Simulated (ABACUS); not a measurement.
Set-up for a self-consistent single point of Zn3CdSe4 (Cm, 8 atoms in the cell; from Materials Project mp-1079034, changed as shown).

```xyz
8
Lattice="5.7395 0.0000 0.0000 0.0000 5.7395 0.0000 0.0000 0.0000 5.7395" Properties=species:S:1:pos:R:3 pbc="T T T"
Zn     0.0000     2.8698     2.8698
Zn     2.8698     0.0000     2.8698
Zn     2.8698     2.8698     0.0000
Cd     0.0000     0.0000     0.0000
Se     4.2386     4.2386     1.5009
Se     4.3886     1.5009     4.2386
Se     1.5009     1.5009     1.5009
Se     1.5009     4.2386     4.2386
```

Level of theory: PBEsol, PseudoDojo 0.4 standard norm-conserving PBEsol (tails mended) pseudopotentials (plane waves; ABACUS).

ABACUS settings:

KPT: Gamma 2 2 2 0 0 0
basis_type: pw
ecutwfc: 102 Ry
smearing_method: fd
smearing_sigma: 0.00146997 Ry
potentials: PseudoDojo 0.4 standard norm-conserving PBEsol (tails mended)
symmetry: 1
symmetry_prec: 1e-05
ks_solver: dav_subspace
scf_nmax: 100
scf_thr: 1.0e-09 Ry
mixing_type: broyden

Results:

* **Number of valence electrons**: 144
* **Number of bands**: 87
* **Number of k-points after the program's reduction**: 6
* **Number of plane waves (most at a k-point)**: 22256
* **Number of SCF iterations**: 9
* **FFT grid**: 72 × 72 × 72
* **Free energy E − TS**: -35009.3033 eV
* **Top of the valence band (on the code's own zero)**: 8.42 eV
* **Gap on the k-point mesh**: 0.95 eV
* **Pressure**: 0.64 GPa
* **Largest force (vector length)**: 1.179 eV/Å

Forces (eV/Å):
```csv
atom,Fx,Fy,Fz
Zn1,0.247,0.232,-0.232
Zn2,0.170,0.152,0.121
Zn3,0.170,-0.121,-0.152
Cd4,0.234,-0.280,0.280
Se5,0.000,0.004,-0.004
Se6,-1.179,0.022,-0.022
Se7,0.179,-0.004,0.006
Se8,0.179,-0.006,0.004
```

Stress (GPa, positive for compression):
```
 0.55  -0.01   0.01
-0.01   0.68  -0.75
 0.01  -0.75   0.68
```

The gap is read on the k-point mesh of the run and can differ from the gap over the whole zone at this level.

For comparison: a first run was changed to give this one (atom 6 moved by +0.15 angstrom along x), and from it to this one the free energy rises by 11.0 meV/atom, the pressure goes from 0.41 to 0.64 GPa, the largest force goes from 0.004 to 1.179 eV/Å and the gap on the mesh goes from 0.975 to 0.948 eV.

Forces above 1 eV/Å remain at this geometry. The structure comes from a collection of computed structures, made at another level of theory; the collection holds predicted forms beside known ones. Its lattice was then scaled.

Cost on one core: roughly 6 core-minutes.

“Tails mended”: in these copies of the files the far tail of each local potential was reset to the Coulomb form.
